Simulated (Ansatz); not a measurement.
CaO (rock salt, Fm-3m), r²SCAN+D4 (plane waves, PAW; program Ansatz), all energies at zero smearing, with the estimated change up to a 700 eV cutoff added, with one set of potentials and settings (totals compare only within such a set). Cell of 2 atoms (1 Ca, 1 O): -2394.224 eV.

```csv
element,reference phase,E (eV/atom)
Ca,"Fm-3m, 1 atoms in the cell",-1821.7300
O,"C2/m, 4 atoms in the cell, spin-polarised",-566.0549
```

Formation energy per atom, worked out: (-2394.224 − 1×(-1821.7300) − 1×(-566.0549))/2 = -3.219 eV/atom (-311 kJ per mol of atoms), at 0 K, without zero-point energy or fitted corrections.

The r²SCAN+D4 relaxation kept the symmetry of its start. The references are the lowest solids computed at this level, not always the standard phases (solids in place of the gases).

Potentials: the later of the program's two PAW sets.
